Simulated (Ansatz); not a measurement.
KBr (rock salt, Fm-3m), a = 6.372 Å, b = 6.372 Å, c = 6.372 Å, α = 90.00°, β = 90.00°, γ = 90.00°; the cell used has 2 atoms.

Relaxed with LDA.

Q: Which orbitals make up the states near the band edges in LDA in the plane-wave PAW code Ansatz?

A: Top 1 eV of the valence band: Br 4p 97 %. Bottom 1 eV of the conduction band: K 4s 69 %, Br 4s 21 %, Br 4p 6 %. Projections are on Löwdin-orthogonalised atomic valence shells; empty p or d shells of many metals are not among them.

Q: Tabulate the density of states.

A: States/eV per cell of 2 atoms, in 0.25 eV bins, energy from the valence-band maximum.

| E (eV) | total | Br 4p | K 4s | Br 4s |
|---|---|---|---|---|
| -7.85 | 0.00 | 0.00 | 0.00 | 0.00 |
| -7.60 | 0.00 | 0.00 | 0.00 | 0.00 |
| -7.35 | 0.00 | 0.00 | 0.00 | 0.00 |
| -7.10 | 0.00 | 0.00 | 0.00 | 0.00 |
| -6.85 | 0.00 | 0.00 | 0.00 | 0.00 |
| -6.60 | 0.00 | 0.00 | 0.00 | 0.00 |
| -6.35 | 0.00 | 0.00 | 0.00 | 0.00 |
| -6.10 | 0.00 | 0.00 | 0.00 | 0.00 |
| -5.85 | 0.00 | 0.00 | 0.00 | 0.00 |
| -5.60 | 0.00 | 0.00 | 0.00 | 0.00 |
| -5.35 | 0.00 | 0.00 | 0.00 | 0.00 |
| -5.10 | 0.00 | 0.00 | 0.00 | 0.00 |
| -4.85 | 0.00 | 0.00 | 0.00 | 0.00 |
| -4.60 | 0.00 | 0.00 | 0.00 | 0.00 |
| -4.35 | 0.00 | 0.00 | 0.00 | 0.00 |
| -4.10 | 0.00 | 0.00 | 0.00 | 0.00 |
| -3.85 | 0.00 | 0.00 | 0.00 | 0.00 |
| -3.60 | 0.00 | 0.00 | 0.00 | 0.00 |
| -3.35 | 0.00 | 0.00 | 0.00 | 0.00 |
| -3.10 | 0.00 | 0.00 | 0.00 | 0.00 |
| -2.85 | 0.00 | 0.00 | 0.00 | 0.00 |
| -2.60 | 0.00 | 0.00 | 0.00 | 0.00 |
| -2.35 | 0.00 | 0.00 | 0.00 | 0.00 |
| -2.10 | 0.00 | 0.00 | 0.00 | 0.00 |
| -1.85 | 0.00 | 0.00 | 0.00 | 0.00 |
| -1.60 | 0.00 | 0.00 | 0.00 | 0.00 |
| -1.35 | 1.09 | 0.94 | 0.14 | 0.00 |
| -1.10 | 4.35 | 3.86 | 0.39 | 0.02 |
| -0.85 | 2.19 | 2.01 | 0.11 | 0.01 |
| -0.60 | 5.25 | 5.10 | 0.03 | 0.00 |
| -0.35 | 9.61 | 9.42 | 0.01 | 0.00 |
| -0.10 | 1.51 | 1.49 | 0.00 | 0.00 |
| 0.15 | 0.00 | 0.00 | 0.00 | 0.00 |
| 0.40 | 0.00 | 0.00 | 0.00 | 0.00 |
| 0.65 | 0.00 | 0.00 | 0.00 | 0.00 |
| 0.90 | 0.00 | 0.00 | 0.00 | 0.00 |
| 1.15 | 0.00 | 0.00 | 0.00 | 0.00 |
| 1.40 | 0.00 | 0.00 | 0.00 | 0.00 |
| 1.65 | 0.00 | 0.00 | 0.00 | 0.00 |
| 1.90 | 0.00 | 0.00 | 0.00 | 0.00 |
| 2.15 | 0.00 | 0.00 | 0.00 | 0.00 |
| 2.40 | 0.00 | 0.00 | 0.00 | 0.00 |
| 2.65 | 0.00 | 0.00 | 0.00 | 0.00 |
| 2.90 | 0.00 | 0.00 | 0.00 | 0.00 |
| 3.15 | 0.00 | 0.00 | 0.00 | 0.00 |
| 3.40 | 0.00 | 0.00 | 0.00 | 0.00 |
| 3.65 | 0.00 | 0.00 | 0.00 | 0.00 |
| 3.90 | 0.00 | 0.00 | 0.00 | 0.00 |
| 4.15 | 0.00 | 0.00 | 0.00 | 0.00 |
| 4.40 | 0.01 | 0.00 | 0.01 | 0.00 |
| 4.65 | 0.06 | 0.00 | 0.04 | 0.01 |
| 4.90 | 0.09 | 0.01 | 0.06 | 0.02 |
| 5.15 | 0.14 | 0.01 | 0.09 | 0.03 |
| 5.40 | 0.21 | 0.02 | 0.13 | 0.03 |
| 5.65 | 0.55 | 0.02 | 0.17 | 0.04 |
| 5.90 | 0.91 | 0.03 | 0.23 | 0.05 |
| 6.15 | 1.25 | 0.04 | 0.30 | 0.05 |
| 6.40 | 1.82 | 0.05 | 0.41 | 0.05 |
| 6.65 | 2.25 | 0.05 | 0.40 | 0.04 |
| 6.90 | 2.31 | 0.06 | 0.44 | 0.03 |
| 7.15 | 1.28 | 0.05 | 0.38 | 0.03 |
| 7.40 | 1.58 | 0.07 | 0.64 | 0.04 |
| 7.65 | 2.20 | 0.09 | 0.74 | 0.03 |
| 7.90 | 1.76 | 0.07 | 0.50 | 0.01 |
| 8.15 | 0.83 | 0.02 | 0.10 | 0.00 |
| 8.40 | 1.34 | 0.01 | 0.23 | 0.00 |
| 8.65 | 2.64 | 0.02 | 0.36 | 0.00 |
| 8.90 | 3.15 | 0.02 | 0.17 | 0.00 |
| 9.15 | 3.30 | 0.02 | 0.10 | 0.00 |

Symmetry was held in the LDA relaxation; phonons on a q-mesh show no instability. Spin–orbit coupling is left out wherever it is not named.

Potentials: the later of the program's two PAW sets.
